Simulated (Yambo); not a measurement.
Yambo run on Sc2Si2O7 (space group C2/m, No. 12). The wavefunctions are norm-conserving PBEsol (Quantum ESPRESSO, 84 Ry, no spin-orbit coupling) ones on a 2×2×4 mesh (36 occupied bands); a = 5.363 Å, b = 5.363 Å, c = 4.691 Å, α = 97.70°, β = 97.70°, γ = 105.12°.

Yambo input:

```
rim_cut
gw0
dyson
el_el_corr
HF_and_locXC
mpa
em1d
RandQpts= 1000000
RandGvec= 1 Ry
EXXRLvcs= 84 Ry
VXCRLvcs= 336 Ry
Chimod= "HARTREE"
% BndsRnXm
 3 | 196 |
%
NGsBlkXm= 7 Ry
% LongDrXm
 1.0 | 1.0 | 1.0 |
%
EnSampXm= "2l"
EnGridXm= "lP"
% EnRngeXm
 0.0 | 40.0 | eV
%
% ImRngeXm
 2.72114 | 27.21138 | eV
%
% DmRngeXm
 0.02721 | 2.72114 | eV
%
ETStpsXm= 8
IntSolXm= "PT"
% GbndRnge
 1 | 196 |
%
GTermKind= "none"
DysSolver= "n"
ExtendOut
% QPkrange
 1 | 1 | 36 | 36 |
 7 | 7 | 36 | 37 |
%
```

k points by index: 1 = Γ, 7 = (-0.5, -0.5, 0).

The o-*.qp file then holds:

```
#    K-point    Band    Eo [eV]    E [eV]    E-Eo [eV]    Vxc [eV]    Vnlxc [eV]    Sc|Eo [eV]    Sc|E [eV]    dSc/dw|Eo [eV]    Re(Z)    Im(Z)
#
    1    36    0.000000    -0.764047    -0.764047    -19.77478    -25.37267    4.611694    4.833848    -7.905868    0.774857    -0.003488
    7    36    -0.190117    -0.984307    -0.794190    -19.44047    -24.99771    4.533040    4.763046    -7.874825    0.775542    -0.003513
    7    37    4.348846    6.613280    2.264435    -16.47275    -8.930779    -4.670628    -5.277532    -7.291795    0.788653    -0.002869
```
(The two width columns are left out.) Convergence of these settings isn't established.

Geometry of the Materials Project entry, not relaxed at this level.
